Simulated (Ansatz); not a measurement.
Relaxed BaTiO₃ (cubic perovskite):

```xyz
5
Lattice="4.0195 0.0000 0.0000 0.0000 4.0195 0.0000 0.0000 0.0000 4.0195" Properties=species:S:1:pos:R:3 pbc="T T T"
Ba     0.0000     0.0000     0.0000
Ti     2.0097     2.0097     2.0097
O      0.0000     2.0097     2.0097
O      2.0097     2.0097     0.0000
O      2.0097     0.0000     2.0097
```

Method: PBE (plane waves to 420 eV, PAW, scalar-relativistic; Ansatz, an electronic-structure program). k mesh 7×7×7 (Γ-centred), Fermi-Dirac smearing 0.05 eV. BaTiO3 is run without spin polarisation. BaTiO3 was relaxed with its symmetry unable to fall. The PAW data are Ansatz's earlier set. This is a high-temperature form of BaTiO3.

One atom of the cell was then moved (with its periodic images), all else fixed, and the forces (eV/Å) came out as:

```
atom     Fx      Fy     Fz
----  -----  ------  -----
Ba1   0.000   0.101  0.000
Ti2   0.000  -0.442  0.000
O3    0.000   0.359  0.000
O4    0.000   0.359  0.000
O5    0.000  -0.378  0.000
```

Which atom was moved, and by which vector (Å)?

O5, by (0.00, 0.08, 0.00), 0.08 Å in all.

(For displaced atoms, the force is minus the slope of the energy, and its curvature is a force constant, which sets phonon frequencies.)
